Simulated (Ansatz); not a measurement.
## Heated and quenched cell Al48O72

Ansatz, PAW, plane waves. PBEsol relaxation at the Γ point alone; single points on the relaxed atoms at the Γ point alone. No spin–orbit coupling unless named.

Relaxed structure:

```
CELL_PARAMETERS angstrom
10.21621 0.00000 0.00000
-5.10811 8.84750 0.00000
0.00000 0.00000 13.92453
ATOMIC_POSITIONS crystal
Al 0.39859 0.36287 0.23861
Al 0.30604 0.69821 0.06465
Al 0.72433 0.43095 0.18716
Al 0.01116 0.71138 0.11273
Al 0.20185 0.34608 0.05447
Al 0.06561 0.99089 0.03968
Al 0.62103 0.43465 0.94456
Al 0.66667 0.14398 0.06540
Al 0.04519 0.46450 0.19800
Al 0.25668 0.94880 0.21326
Al 0.58755 0.36322 0.40818
Al 0.91623 0.83941 0.25037
Al 0.16679 0.54299 0.47643
Al 0.10233 0.84077 0.46610
Al 0.71807 0.34515 0.62933
Al 0.66650 0.92691 0.40442
Al 0.03481 0.20437 0.33739
Al 0.95514 0.59439 0.36118
Al 0.76716 0.23489 0.29677
Al 0.50464 0.63016 0.35932
Al 0.90078 0.07260 0.16809
Al 0.91067 0.42124 0.97715
Al 0.41988 0.20914 0.08817
Al 0.61409 0.69614 0.13591
Al 0.97966 0.03047 0.56180
Al 0.11184 0.59165 0.68901
Al 0.43880 0.04892 0.41562
Al 0.57096 0.52403 0.72837
Al 0.98883 0.02300 0.80411
Al 0.91217 0.27993 0.72082
Al 0.35027 0.98354 0.94492
Al 0.54705 0.67868 0.93907
Al 0.37941 0.16904 0.57099
Al 0.21110 0.36706 0.65188
Al 0.63797 0.00479 0.58303
Al 0.91053 0.77827 0.68199
Al 0.28957 0.29624 0.44034
Al 0.32637 0.74323 0.32031
Al 0.90062 0.21141 0.50075
Al 0.75284 0.67337 0.50101
Al 0.27182 0.17933 0.88516
Al 0.39293 0.78023 0.85126
Al 0.89638 0.15001 0.95447
Al 0.84140 0.70429 0.91974
Al 0.24448 0.41857 0.83896
Al 0.24464 0.90531 0.73339
Al 0.53086 0.19163 0.77914
Al 0.65850 0.00894 0.79578
O 0.97488 0.03241 0.27711
O 0.20279 0.50674 0.11419
O 0.77839 0.85905 0.17601
O 0.58212 0.39585 0.27423
O 0.26073 0.08537 0.00478
O 0.29005 0.78810 0.95691
O 0.78760 0.06598 0.06609
O 0.84386 0.64428 0.19018
O 0.96253 0.26496 0.22934
O 0.00356 0.79310 0.34875
O 0.69567 0.22803 0.17870
O 0.49053 0.72534 0.05961
O 0.49753 0.58021 0.23430
O 0.22794 0.78762 0.13895
O 0.86550 0.43756 0.28084
O 0.07439 0.90473 0.16311
O 0.36156 0.35136 0.11384
O 0.07135 0.75463 0.67831
O 0.76145 0.23463 0.95576
O 0.68021 0.65186 0.01415
O 0.27559 0.97417 0.51735
O 0.20262 0.53011 0.59771
O 0.79486 0.99572 0.52752
O 0.71821 0.64741 0.63575
O 0.23969 0.31834 0.31846
O 0.31510 0.91153 0.32730
O 0.61840 0.20334 0.37500
O 0.68156 0.75785 0.41936
O 0.13425 0.61053 0.28582
O 0.07159 0.14524 0.45697
O 0.48084 0.47071 0.43015
O 0.52834 0.82621 0.30873
O 0.06767 0.15265 0.09469
O 0.70740 0.20235 0.74733
O 0.48028 0.25727 0.88603
O 0.35748 0.60026 0.89151
O 0.10066 0.42705 0.76527
O 0.88864 0.80652 0.81048
O 0.60935 0.37557 0.72131
O 0.59569 0.91159 0.68849
O 0.61462 0.36766 0.06591
O 0.47427 0.06260 0.04671
O 0.95242 0.50904 0.09464
O 0.99231 0.79372 0.00352
O 0.38175 0.19234 0.41955
O 0.28522 0.27821 0.57367
O 0.02831 0.36715 0.42920
O 0.08467 0.65853 0.46593
O 0.00500 0.22928 0.62159
O 0.52795 0.95034 0.47693
O 0.91241 0.45054 0.66702
O 0.94387 0.83241 0.53065
O 0.33394 0.62148 0.40967
O 0.35974 0.14184 0.20508
O 0.77914 0.53691 0.43613
O 0.81324 0.11794 0.37250
O 0.28997 0.34347 0.94276
O 0.22245 0.98635 0.84308
O 0.86697 0.11284 0.81295
O 0.59818 0.84969 0.87630
O 0.38700 0.08732 0.68544
O 0.37632 0.46798 0.72916
O 0.99609 0.98004 0.67919
O 0.75132 0.20678 0.56902
O 0.16736 0.21074 0.79130
O 0.27612 0.74812 0.75148
O 0.57265 0.30782 0.54421
O 0.61411 0.57204 0.85556
O 0.04224 0.34988 0.96460
O 0.98448 0.03256 0.93519
O 0.82546 0.51831 0.91948
O 0.48007 0.00456 0.84201
```

Task: What are the mean bond lengths by pair (pairs within 1.2 times the sum of covalent radii, less contacts 15 % beyond the pair's median; cation–cation pairs of compounds aside; long ionic contacts are cut short by that bound)?

Result: Al–O 1.849 ± 0.074 Å (standard deviation, 222 bonds).

Task: What gap lies between the top filled and the lowest empty level in the single points?

Result: HSE06 4.74 eV (34 s on NVIDIA GB300).
